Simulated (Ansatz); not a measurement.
TiB₂, DFT, PBEsol, all-electron LAPW, scalar-relativistic (Ansatz 0.2.0), run on 1 thread of Arm Neoverse V1 on a shared host.

The cell comes from COD entry 2002799, which wasn't checked; take it as a given geometry. The listed cell was then made from it by scaling, straining or moving an atom.

Command: `ansatz run input.yaml --threads 1 --pin off --max-ram 4096MiB --backend cpu --events-out ev --progress --plain --runs-dir out`

```yaml
crystal:
  lattice:
    - [2.9686142376, 0.0, 0.0]
    - [-1.4843071188, 2.5708953438, 0.0]
    - [0.0, 0.0, 3.2284]
  atoms:
    - { symbol: Ti, position: [0.0, 0.0, 0.0] }
    - { symbol: B, position: [0.3333333333, 0.6666666667, 0.5] }
    - { symbol: B, position: [0.6666666667, 0.3333333333, 0.5] }
kpoints:
  mp_grid: { grid: [14, 14, 11] }
  band_path:
    path:
      - [0.0, 0.0, 0.0]
      - [0.5, 0.0, 0.0]
      - [0.3333333333, 0.3333333333, 0.0]
      - [0.0, 0.0, 0.0]
      - [0.0, 0.0, 0.5]
      - [0.5, 0.0, 0.5]
      - [0.3333333333, 0.3333333333, 0.5]
      - [0.0, 0.0, 0.5]
      - [0.5, 0.0, 0.5]
    npoints: 5
scf:
  occupations: { method: fermi_dirac, width: 0.03 }
hamiltonian:
  xc: pbesol
  pseudopotentials: { kind: all_electron, lapw: { basis_error: 0.001 } }
output:
  forces: true
  stress: true
  eigenvalues: true
```

Q: How large is the problem that the program sets up?

A: 144 irreducible k-points, 339 plane waves at Γ, 18 bands.

Q: Estimate the wall time and the peak memory.

A: 25 s of wall time for 8 SCF iterations, with a peak of 0.44 GiB. Times on shared machines scatter by tens of per cent.
